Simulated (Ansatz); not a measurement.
WN₂ in space group Fd-3m (No. 227; W on 8a, N on 16c), DFT-LDA in the program Ansatz with PAW potentials: ε∞ = 10.3, cell volume 151.67 Å³. Infrared-active transverse modes:

```csv
ω_TO (cm⁻¹),oscillator strength S_xx (e²/amu)
703.7,21.08
703.7,0.000
```

Task: Compute the static dielectric constant.

Result: Each mode adds (4.921e7/V) S/ω²: 13.81, 0.00. So ε0 = 24.1.

The first step of the workflow began from a Materials Project structure, measured or hypothetical; the Crystallography Open Database copy checked does not list it. Whether it is the stable phase at ambient conditions was not checked. Symmetry was held in the LDA relaxation; whether a distortion lowers the energy is not shown. The run is not spin-polarised. Spin–orbit coupling is left out wherever it is not named.

Potentials: the later of the program's two PAW sets.
